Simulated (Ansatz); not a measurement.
SiNi2 in space group Pnma (No. 62; Si on 4c, Ni on 4c, Ni on 4c) at seven volumes, plane-wave PAW PBEsol (Ansatz code), shape and atoms relaxed at each. One row is withheld.

| V (Å³/atom) | P (GPa) |
|---|---|
| 9.661 | 25.57 |
| 9.980 | 15.48 |
| 10.298 | 7.02 |
| 10.617 | -0.01 |
| 10.935 | -5.85 |
| 11.254 | ? |
| 11.572 | -14.79 |

Task: Fit the shown pressures and predict the withheld one.

Result: P = (3/2)B₀(x^(7/2) − x^(5/2))[1 + (3/4)(B′ − 4)(x − 1)] with x = (V₀/V)^(2/3). Least squares on the six rows gives V₀ = 10.617 Å³/atom, B₀ = 213 GPa, B′ = 5.06. At V = 11.254, x = 0.9619 and P = -10.71 GPa. The run itself gave -10.74 GPa.

Symmetry was held in the PBEsol relaxation; of distortions, only those at the zone centre were tested. The run is not spin-polarised.

Potentials: the later of the program's two PAW sets.
